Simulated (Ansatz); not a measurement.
MgIn$_{2}$O$_{4}$:
```cif
data_In16Mg8O32
_chemical_formula_sum 'In16 Mg8 O32'
_space_group_name_H-M_alt 'Fd-3m :1'
_space_group_IT_number 227
_space_group_name_Hall 'F 4d 2 3 -1d'
_cell_length_a 8.95085
_cell_length_b 8.95085
_cell_length_c 8.95085
_cell_angle_alpha 90.000
_cell_angle_beta 90.000
_cell_angle_gamma 90.000
loop_
_atom_site_label
_atom_site_type_symbol
_atom_site_symmetry_multiplicity
_atom_site_Wyckoff_symbol
_atom_site_fract_x
_atom_site_fract_y
_atom_site_fract_z
_atom_site_occupancy
In1 In 16 c 0.12500 0.12500 0.12500 1
Mg1 Mg 8 b 0.50000 0.50000 0.50000 1
O1 O 32 e 0.36892 0.36892 0.36892 1
```
(The calculation used a cell of 14 atoms; values per cell refer to that cell.)

Relaxed with PBEsol.

Question: Give the optical modes at the zone centre with their infrared activity from DFPT, the program Ansatz at the PBEsol level (PAW).

Answer: Transverse frequencies, without the LO–TO term; a row sums one degenerate level.

```
ω (cm⁻¹)  degeneracy  IR ((D/Å)²/amu)     activity
--------  ----------  ---------------  -----------
83                 3             0.00  IR-inactive
163                2             0.00  IR-inactive
171                3             0.07           IR
271                3             0.00  IR-inactive
293                1             0.00  IR-inactive
311                3             0.00  IR-inactive
318                3             0.00  IR-inactive
318                2             0.00  IR-inactive
353                3           150.15           IR
382                3             0.00  IR-inactive
436                3             0.00  IR-inactive
464                2             0.00  IR-inactive
482                3            43.17           IR
510                3             0.00  IR-inactive
552                1             0.00  IR-inactive
578                1             0.00  IR-inactive
```

Question: How high does the top mode go among those that the LO–TO term moves?

Answer: 593 cm⁻¹ for q along x.

The cell is a constructed one: a structure type filled with these elements; the Crystallography Open Database copy checked does not list it. Its standing as an ambient phase is unchecked. The cell was relaxed with PBEsol under the symmetry of its start; whether a distortion lowers the energy is not shown.

Potentials: the earlier of the program's two PAW sets. The files were generated under PBE; for other functionals the program regenerates the frozen cores, and for LDA and PBEsol the local potential too.
